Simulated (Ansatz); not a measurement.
The relaxed structure here is a generated cell of Au: the first start was made by a random draw of sites in a space group, and the end was not matched to a known phase here, so it may be hypothetical. Known forms of Au include space group No. 225.

A relaxed cell of Au (P4/mmm (No. 123)), relaxed on a k-mesh at least as fine as the one used below. These are PBE (plane waves to 420 eV, PAW, scalar-relativistic; Ansatz, a quantum-chemistry and plane-wave program) values and carry that method's errors. Γ-centred k-mesh 12×12×2 on the run's cell (coarser than for final values), Fermi–Dirac smearing 0.05 eV.

```
CELL_PARAMETERS angstrom
      2.79944     0.00000     0.00000
      0.00000     2.79944     0.00000
      0.00000     0.00000    19.90495
ATOMIC_POSITIONS crystal
  Au 0.50000 0.50000 0.36284
  Au 0.50000 0.50000 0.86284
  Au 0.50000 0.50000 0.13716
  Au 0.50000 0.50000 0.63716
  Au 0.00000 0.00000 0.25000
  Au 0.00000 0.00000 0.75000
  Au 0.50000 0.50000 0.00000
  Au 0.50000 0.50000 0.50000
```

The atoms are displaced by (Å):

| atom | ux | uy | uz |
|---|---|---|---|
| Au1 | 0.048 | -0.052 | 0.102 |
| Au2 | -0.037 | -0.041 | -0.037 |
| Au3 | 0.074 | 0.034 | 0.043 |
| Au4 | -0.055 | -0.003 | 0.007 |
| Au5 | 0.153 | 0.110 | 0.003 |
| Au6 | 0.149 | -0.001 | -0.128 |
| Au7 | 0.007 | 0.031 | 0.032 |
| Au8 | 0.051 | -0.154 | -0.002 |

Q: What forces (eV/Å) and pressure result?

A: 
```
atom     Fx     Fy     Fz
----  -----  -----  -----
Au1    0.02   0.07  -0.79
Au2    0.04   0.01   0.07
Au3    0.06   0.05  -0.20
Au4    0.21   0.03  -0.71
Au5   -0.08  -0.09   0.35
Au6   -0.27  -0.02   0.87
Au7    0.00   0.00  -0.21
Au8    0.02  -0.04   0.63
```

Pressure +0.7 GPa.

The undisplaced cell is probably no minimum: from this displacement the run went on to Fm-3m (No. 225), 0.11 eV/atom below it.

No spin polarisation in the result.
